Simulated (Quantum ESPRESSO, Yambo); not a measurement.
KLuS$_{2}$ (space group R-3m, No. 166): one geometry, one set of norm-conserving PBEsol (Quantum ESPRESSO, 100 Ry, without SOC) orbitals, self-energies from Yambo (4×4×4 Γ-centred k mesh, bands 2 to 111 and a 6 Ry block in the screening, 111 bands in G with the Bruneval-Gonze terminator, plasmon pole fitted at 27.2 eV).

```
level                                                        gap Γ → F (eV)  direct gap at F (eV)
-----------------------------------------------------------  --------------  --------------------
PBEsol (Quantum ESPRESSO)                                              2.10                  2.97
exchange only (Hartree-Fock self-energy on PBEsol orbitals)            8.73                 10.03
static COHSEX@PBEsol                                                    [?]                   [?]
G0W0@PBEsol, plasmon pole                                               [?]                   [?]
```

**Question.** Fill in the missing entries.

**Answer.** 
- static COHSEX@PBEsol, gap Γ → F (eV): 4.00
- static COHSEX@PBEsol, direct gap at F (eV): 5.05
- G0W0@PBEsol, plasmon pole, gap Γ → F (eV): 3.35
- G0W0@PBEsol, plasmon pole, direct gap at F (eV): 4.33

Bare exchange has no screening and gives the widest gap; static COHSEX screens it but leaves out the frequency dependence, which G0W0 restores.

Convergence of the G0W0 settings was not tested.

Geometry relaxed with PBEsol; primitive cell a = b = c = 7.578 Å, α = β = γ = 29.88°.
